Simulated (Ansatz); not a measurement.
CoSi2 (fluorite type, space group Fm-3m)

```
CoSi2
1.0
    0.00000     5.35966     5.35966
    2.67983     0.00000     2.67983
    2.67983     2.67983     0.00000
Co Si
2 4
Direct
  0.00000   0.00000   0.00000
  0.50000   0.00000   0.00000
  0.12500   0.25000   0.25000
  0.62500   0.25000   0.25000
  0.37500   0.75000   0.75000
  0.87500   0.75000   0.75000
```

Scan: atom 5 (Si, nearest neighbour Co at 2.321 Å; its periodic images, 3.8 Å or more away, move with it) is displaced along Cartesian [110], direction (0.707, 0.707, 0.000) in Cartesian axes, by s. The other atoms stay.

The numbers are results of PBE (plane waves to 420 eV, PAW, scalar-relativistic; Ansatz, a program for electronic structure), not measurements. k mesh 6×12×12 (Γ-centred), Fermi-Dirac smearing 0.05 eV. Energies are smeared free energies. With partly filled bands, energies and forces of such displacements shift with the k mesh and the smearing. CoSi2 is run without spin polarisation. CoSi2 was relaxed with its symmetry unable to fall. ΔE is measured from the undisplaced structure. The last digit holds for this mesh only.

```tsv
s (Å)	ΔE (meV/cell)
-0.460	1062.8
-0.368	654.1
-0.276	withheld
-0.184	154.6
-0.092	38.1
0.000	0.0
0.092	38.1
0.184	154.6
0.276	withheld
0.368	654.1
0.460	1062.8
```

Q: Fit an even polynomial form (powers 2, 4) to the given rows and predict ΔE at s = -0.276.

A: Least squares on the 9 given rows: ΔE = (4485)·s² + (2541)·s⁴, in meV/cell with s in Å; root-mean-square residual 0.10 meV/cell. At -0.276 the fit gives 356.4 meV/cell; the calculation gives 356.2 meV/cell, so the interpolation is off by 0.2 (+0.1 %). The quadratic term alone would give 341.6 meV/cell.

(A displaced cell: forces are minus the slopes of the energy, force constants its curvatures, and phonons follow from these.)
